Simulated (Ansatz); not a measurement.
AlAs:
```
CELL_PARAMETERS angstrom
      0.00000     2.83727     2.83727
      2.83727     0.00000     2.83727
      2.83727     2.83727     0.00000
ATOMIC_POSITIONS crystal
  As 0.75000 0.75000 0.75000
  Al 0.00000 0.00000 0.00000
```

x, y and z are the axes in which the lattice vectors are written.

**Question.** Give the high-frequency dielectric tensor and the Born effective charge tensors of the independent atoms from DFPT, PBEsol in the plane-wave PAW code Ansatz.

**Answer.** 
ε∞:
```
9.52  0.00  0.00
0.00  9.52  0.00
0.00  0.00  9.52
```
Z* of atom 1 (As), rows: field, columns: displacement, in e:
```
-2.16   0.00   0.00
 0.00  -2.16   0.00
 0.00   0.00  -2.16
```
Z* of atom 2 (Al), rows: field, columns: displacement, in e:
```
2.16  0.00  0.00
0.00  2.16  0.00
0.00  0.00  2.16
```

Static charges for comparison (Bader): As1 -1.96, Al2 +1.96 e. Born charges measure polarisation by displacement and can exceed these by far.

Space group F-43m (zinc blende). The PBEsol relaxation kept the symmetry of its start. Spin–orbit coupling is left out wherever it is not named.

Potentials: the later of the program's two PAW sets.
